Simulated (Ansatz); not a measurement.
Se:
Space group Fd-3m, origin choice 1 (No. 227); a = 6.288 Å, b = 6.288 Å, c = 6.288 Å, α = 90.00°, β = 90.00°, γ = 90.00°

```json
[
 {"atom": "Se", "site": "8b", "symmetry": "-43m", "x": "0.5000", "y": "0.5000", "z": "0.5000"}
]
```
(The calculation used a cell of 2 atoms; values per cell refer to that cell.)

Relaxed with r²SCAN.

Task: Tabulate the valence density and the electron localisation function along the shortest Se–Se contact (2.72 Å), the program Ansatz at the r²SCAN level (PAW).

Result: 

```csv
distance from Se (Å),density (e/Å³),ELF
0.27,23.15,0.29
0.41,10.79,0.48
0.54,4.41,0.67
0.68,1.86,0.76
0.82,0.94,0.78
0.95,0.63,0.73
1.09,0.47,0.62
1.23,0.38,0.49
1.36,0.35,0.43
1.50,0.38,0.49
1.63,0.47,0.62
1.77,0.63,0.73
1.91,0.94,0.78
2.04,1.86,0.76
2.18,4.41,0.67
2.31,10.79,0.48
2.45,23.15,0.29
```

The density is the valence pseudo-density with augmentation charge, so density and ELF within about 1 Å of a nucleus are not all-electron values.

The start of the workflow was typed in or built on a structure type; neither database checked (COD, Materials Project) lists it. It is not the phase usual at ambient conditions (space group No. 152). The r²SCAN relaxation kept the symmetry of its start; its stability against distortions is not shown here. The volume moved by 26 % from the start of the relaxation.

Potentials: the later of the program's two PAW sets.
